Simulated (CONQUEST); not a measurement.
A self-consistent single point of Ta (Im-3m, 2 atoms in the cell; from Materials Project mp-50, changed as shown).

```
Ta
1.0
    3.39935     0.00000     0.00000
    0.00000     3.39935     0.00000
    0.00000     0.00000     3.39935
Ta
2
Direct
  0.00000   0.00000   0.00000
  0.50000   0.50000   0.50000
```

Computed with LDA (PW92), numerical atomic orbitals double-zeta with polarisation (the shipped basis), PseudoDojo norm-conserving potentials made for LDA (CONQUEST 1.3).

CONQUEST settings:

| key | value |
|---|---|
| basis | DZP |
| Diag.MPMeshX, Y, Z | 10 10 10 |
| potentials | PseudoDojo norm-conserving LDA |
| Grid.GridCutoff | 175 Ha |
| DM.SolutionMethod | diagon |
| Diag.kT | 0.003675 Ha |
| Diag.GammaCentred | true |
| minE.SCTolerance | 1.0e-06 |
| SC.MaxIters | 100 |
| SC.LinearMixingFactor | 0.3 |
| SC.KerkerPreCondition | true |
| SC.KerkerFactor | 0.5 1/bohr |
| AtomMove.TypeOfRun | static |

Results:

| Quantity | Value |
|---|---|
| Number of valence electrons | 26 |
| Number of bands | 38 |
| Number of k-points after the program's reduction | 636 |
| Size of the basis | 38 |
| Number of SCF iterations | 11 |
| FFT grid | 40 × 40 × 40 |
| Free energy E − TS | -3545.4667 eV |
| Fermi level (on the code's own zero) | -6.89 eV |
| Pressure | -21.98 GPa |

Stress (GPa, positive for compression):
```
-21.98    0.00    0.00
  0.00  -21.98    0.00
  0.00    0.00  -21.98
```

For comparison: a first run was changed to give this one (lattice scaled by 1.02), and from it to this one the free energy goes up by 131 meV/atom and the pressure goes from -13.59 to -21.98 GPa.

The program uses no crystal symmetry, so grid and mesh can part values that symmetry would make equal. The atom-centred basis is finite, which shifts total energies and pressures against plane waves. The structure comes from a collection of computed structures, made at another level of theory; the collection holds predicted forms beside known ones. Its lattice was then scaled. At this pressure the cell is far from its equilibrium volume at this level.

Cost on one core: about 5 core-minutes (a rough figure).
